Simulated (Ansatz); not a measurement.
The elements of this relaxed trial crystal are hidden behind letters.

```
lattice vectors (Å)
   5.2145    0.0000    0.0000
  -2.6072    4.5159    0.0000
   0.0000    0.0000    3.2837
fractional positions
X 0.3333 0.6667 0.5000
X 0.6667 0.3333 0.5000
Z 0.0000 0.0000 0.0000
```

These are results of Ansatz, DFT PBE, scalar-relativistic, plane waves, PAW, not measurements. Settings of the last relaxation (3-atom cell): 420 eV, 12×12×14 k points, Gaussian smearing of 0.10 eV, no spin polarisation.

- Space group: P6/mmm (No. 191)
- Conventional cell: a = 5.214 Å, c = 3.284 Å
- Volume per atom: 25.77 Å³
- Density: 9.19 g/cm³
- Formation energy: −0.64 eV/atom
- Gap on the 12×12×14 mesh of the 3-atom cell: 0 eV (a metal)

Energies are uncorrected and count from the elements' standard states at the same level.

Problem. X is a p-block element of period 6 and Z is a p-block element of period 2. Which elements are they?

Solution. X = Tl, Z = F, so the formula is Tl2F. Density times volume gives a mean mass of 9.19 × 25.77/1.6605 = 142.6 u per atom, and this set has 142.6 u. Among the elements that the hints allow, noble gases aside, only these give it. Tl has 3 Tl at 3.01 Å, 2 Tl at 3.28 Å and 6 F at 3.43 Å; around F lie 2 F at 3.28 Å and 12 Tl at 3.43 Å (long against covalent radii, as for large ions).

These runs have no spin–orbit coupling, which can matter for Tl. An odd number of electrons in the primitive cell allows no gap without spin; a larger cell or a magnetic state could open one. A structure relaxed within its symmetry needn't be a true minimum. Another cell of Tl2F relaxed alike, in P4/mmm, lies 0.34 eV/atom lower, so this cell isn't the stable form at this level.
